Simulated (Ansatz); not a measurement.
Ge:
```xyz
4
Lattice="0.0000 3.7342 3.7342 3.7342 0.0000 3.7342 3.7342 3.7342 0.0000" Properties=species:S:1:pos:R:3 pbc="T T T"
Ge     0.9335     0.9335     0.9335
Ge     0.9335     2.8006     2.8006
Ge     2.8006     2.8006     0.9335
Ge     2.8006     0.9335     2.8006
```

Relaxed with r²SCAN+D4. Special points in fractions of this cell's reciprocal vectors: Γ (0.000, 0.000, 0.000); X (0.500, 0.000, 0.500); U (0.625, 0.250, 0.625); K (0.375, 0.375, 0.750); L (0.500, 0.500, 0.500); W (0.500, 0.250, 0.750).

Question: List the band energies nearest the Fermi level at these points for plane-wave PAW r²SCAN+D4 (Ansatz code).

Answer: In eV from the Fermi level; about four levels below and three above (degenerate sets whole), none deeper than 8.9 eV; points with the same levels are listed once.

| k | below | above |
|---|---|---|
| Γ | -3.02 -3.02 -3.02 -0.54 -0.54 | 2.81 5.97 5.97 5.97 |
| X | -6.92 -6.92 -3.46 -3.46 | 1.68 1.68 2.28 2.28 |
| U | -3.47 -1.95 -0.06 -0.05 | 0.69 0.94 4.18 |
| L | -6.20 -6.20 -4.83 -2.24 -2.24 | 1.84 2.00 2.00 |
| W | -2.28 -2.28 -0.95 -0.95 | 2.31 2.31 2.38 2.38 |

Space group Fd-3m. The workflow started from an entry of the Crystallography Open Database (COD). Its sites differ from those of the usual phase in this space group: another stacking or structure type. The cell was relaxed with r²SCAN+D4 under the symmetry of its start; its stability against distortions is not shown here. The volume moved by 132 % from the start of the relaxation. Spin–orbit coupling is left out wherever it is not named.

Potentials: the later of the program's two PAW sets.
